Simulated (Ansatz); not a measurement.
Stiffness of compounds in space group P4/mmm

Computed with DFT, PBEsol, all-electron LAPW, scalar-relativistic in Ansatz 0.2.0.

All compounds have space group P4/mmm with 2 atoms in the primitive cell. V0, B0 and B0′ come from third-order Birch–Murnaghan fits to pressures at five volumes, with shape and internal coordinates held; prototypes and MP cells needn't be known phases. No run is spin-polarised.

Where a row has no spin, whether a magnetic state lies lower isn't shown here.

Spin–orbit coupling is left out, though it moves levels of the heavy atoms by tenths of an eV or more.

CdPd: Cd 1a (0.000 0.000 0.000), Pd 1d (0.500 0.500 0.500); shape as in a = 3.03 Å, b = 3.03 Å, c = 3.63 Å, α = 90.00°, β = 90.00°, γ = 90.00°; COD 1524979, reported; 11×11×9 mesh, smearing 0.05 eV; no spin
ZnPt: Zn 1d (0.500 0.500 0.500), Pt 1a (0.000 0.000 0.000); shape as in a = 2.86 Å, b = 2.86 Å, c = 3.51 Å, α = 90.00°, β = 90.00°, γ = 90.00°; COD 1522602, reported; 11×11×9 mesh, smearing 0.05 eV; no spin
NbRh: Nb 1a (0.000 0.000 0.000), Rh 1d (0.500 0.500 0.500); shape as in a = 2.84 Å, b = 2.84 Å, c = 3.81 Å, α = 90.00°, β = 90.00°, γ = 90.00°; COD 2310202, reported; 14×14×11 mesh, smearing 0.05 eV; no spin
CuAu: Cu 1d (0.500 0.500 0.500), Au 1a (0.000 0.000 0.000); shape as in a = 2.80 Å, b = 2.80 Å, c = 3.67 Å, α = 90.00°, β = 90.00°, γ = 90.00°; COD 9004223, reported; 13×13×10 mesh, smearing 0.05 eV; no spin
ZrHg: Zr 1d (0.500 0.500 0.500), Hg 1a (0.000 0.000 0.000); shape as in a = 3.15 Å, b = 3.15 Å, c = 4.17 Å, α = 90.00°, β = 90.00°, γ = 90.00°; COD 1522699, reported; 13×13×10 mesh, smearing 0.03 eV; no spin

Task: Order the compounds by bulk modulus, lowest first.
A. ZnPt
B. NbRh
C. CdPd
D. CuAu
E. ZrHg

Result: E (118 GPa), C (138 GPa), D (172 GPa), A (203 GPa), B (243 GPa).
